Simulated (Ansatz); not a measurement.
Relaxed Al₂O₃ (corundum):

```
CELL_PARAMETERS angstrom
      2.40441     1.38819     4.37463
     -2.40441     1.38819     4.37463
      0.00000    -2.77638     4.37463
ATOMIC_POSITIONS crystal
  Al 0.35215 0.35215 0.35215
  Al 0.14785 0.14785 0.14785
  Al 0.64785 0.64785 0.64785
  Al 0.85215 0.85215 0.85215
  O  0.55618 0.94382 0.25000
  O  0.25000 0.55618 0.94382
  O  0.94382 0.25000 0.55618
  O  0.44382 0.05618 0.75000
  O  0.75000 0.44382 0.05618
  O  0.05618 0.75000 0.44382
```

The atoms are displaced by Q × the pattern below (from a DFPT mode at Γ, largest move 1; Q in Å), at fixed cell. It is one choice among 2 degenerate patterns.

| atom | x | y | z |
|---|---|---|---|
| Al1 | 0.470 | 0.417 | 0.000 |
| Al2 | -0.470 | 0.417 | 0.000 |
| Al3 | 0.470 | 0.417 | 0.000 |
| Al4 | -0.470 | 0.417 | 0.000 |
| O5 | 0.000 | -0.399 | -0.917 |
| O6 | 0.061 | -0.505 | 0.459 |
| O7 | -0.061 | -0.505 | 0.459 |
| O8 | 0.000 | -0.399 | -0.917 |
| O9 | 0.061 | -0.505 | 0.459 |
| O10 | -0.061 | -0.505 | 0.459 |

Calculation: PBE (plane waves to 420 eV, PAW, scalar-relativistic; Ansatz, a quantum-chemistry and plane-wave program). k mesh 8×8×8 (Γ-centred), Fermi-Dirac smearing 0.05 eV. E stands for the smeared free energy. Al2O3 was relaxed with its symmetry unable to fall. The zero of ΔE is the undisplaced structure.

| Q (Å) | ΔE (meV/cell) |
|---|---|
| -0.2800 | withheld |
| -0.2333 | 1794 |
| -0.1867 | 1150 |
| -0.1400 | 647 |
| -0.0933 | 288 |
| -0.0467 | 72 |
| 0.0000 | 0 |
| 0.0467 | 72 |
| 0.0933 | 288 |
| 0.1400 | 647 |
| 0.1867 | 1150 |
| 0.2333 | 1794 |
| 0.2800 | withheld |

Fit an even polynomial form (powers 2, 4) to the given rows and predict ΔE at Q = 0.2800.

Least squares on the 11 given rows: ΔE = (33050)·Q² + (-1710)·Q⁴, in meV/cell with Q in Å; root-mean-square residual 0.2 meV/cell. At 0.2800 the fit gives 2581 meV/cell; the calculation gives 2580 meV/cell, so the extrapolation is off by 1 (+0.0 %). The quadratic term alone would give 2591 meV/cell.

(For displaced atoms, the force is minus the slope of the energy, and its curvature is a force constant, which sets phonon frequencies.)
